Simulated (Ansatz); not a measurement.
CuI:
```xyz
8
Lattice="4.1455 0.0000 0.0000 0.0000 8.2911 0.0000 -4.1456 0.0000 5.8601" Properties=species:S:1:pos:R:3 pbc="T T T"
Cu     1.9205     5.1824     1.5715
Cu    -0.1523     3.1087     4.5016
Cu     1.9228     1.0364     1.5721
Cu    -0.1499     7.2547     4.5022
I      3.9938     5.1818     0.1068
I      1.9210     3.1093     3.0369
I      3.9951     1.0363     0.1069
I      1.9223     7.2548     3.0369
```

Relaxed with LDA. Special points in fractions of this cell's reciprocal vectors: Γ (0.000, 0.000, 0.000); Z (0.000, 0.500, 0.000); D (0.000, 0.500, 0.500); B (0.000, 0.000, 0.500); A (-0.500, 0.000, 0.500); E (-0.500, 0.500, 0.500); C2 (-0.500, 0.500, 0.000); Y2 (-0.500, 0.000, 0.000).

Task: List the band energies nearest the valence-band maximum at these points for LDA in the plane-wave PAW code Ansatz.

Result: In eV from the valence-band maximum; about four levels below and three above (degenerate sets whole), none deeper than 8.9 eV; points with the same levels are listed once.

```
k                        below                above
--  --------------------------  -------------------
Γ   -0.87 -0.87 0.00 0.00 0.00       1.22 2.40 2.76
Z      -0.80 -0.80 -0.21 -0.21  2.67 2.67 2.90 2.90
D      -0.96 -0.96 -0.96 -0.96  2.88 2.88 2.88 2.88
B      -0.90 -0.90 -0.90 -0.90  2.11 2.11 3.05 3.05
A      -1.79 -1.79 -0.87 -0.87  2.41 2.41 2.77 2.77
E      -1.51 -1.51 -1.51 -1.51  3.36 3.36 3.36 3.36
C2     -1.29 -1.29 -1.29 -1.29  3.63 3.63 3.63 3.63
Y2     -0.90 -0.90 -0.90 -0.90  2.11 2.11 4.58 4.58
```

Space group F-43m (zinc blende). Symmetry was held in the LDA relaxation. No spin polarisation was allowed. Point labels and valley counts follow the cell and symmetry of the run, lower than the named group. Spin–orbit coupling is left out wherever it is not named.

Potentials: the later of the program's two PAW sets.
